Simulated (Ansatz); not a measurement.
A crystal relaxed with r2SCAN in Ansatz has space group I-4m2 (No. 119) and a = 3.560 Å, c = 15.562 Å.

| atom | site | x | y | z |
| --- | --- | --- | --- | --- |
| Xx | 4e | 0.5000 | 0.5000 | 0.3252 |
| As | 2d | 0.5000 | 0.0000 | 0.2500 |
| As | 4f | 0.0000 | 0.5000 | 0.1005 |
| Ga | 2b | 0.5000 | 0.5000 | 0.0000 |

r2SCAN gives an indirect gap of 0.75 eV, from Γ to Γ–M (0.40 of the way from Γ); the least direct gap is 0.76 eV at Γ. Least and direct gap differ so little that the kind isn't settled. The PBE gap is indirect, 0.52 eV (Γ to Γ–M (0.40 of the way from Γ)), below the direct gap of 0.53 eV at Γ. Least and direct gap differ so little that the kind isn't settled. Meshes: r2SCAN 10×10×10, PBE 10×10×10.

Q: Which element is Xx?
A. In
B. B
C. Tl
D. Al

A: B. Xx is B: an ordered 6-atom cell of GaB2As3 on the zincblende lattice (I-4m2). B is surrounded by 4 As at 2.12–2.13 Å; As is surrounded by 4 B at 2.13 Å; As is surrounded by 2 B at 2.12 Å and 2 Ga at 2.37 Å; Ga is surrounded by 4 As at 2.37 Å.

The calculation is spin-unpolarised, and the structure need not be a phase that has been made.

Spin-orbit coupling is left out.
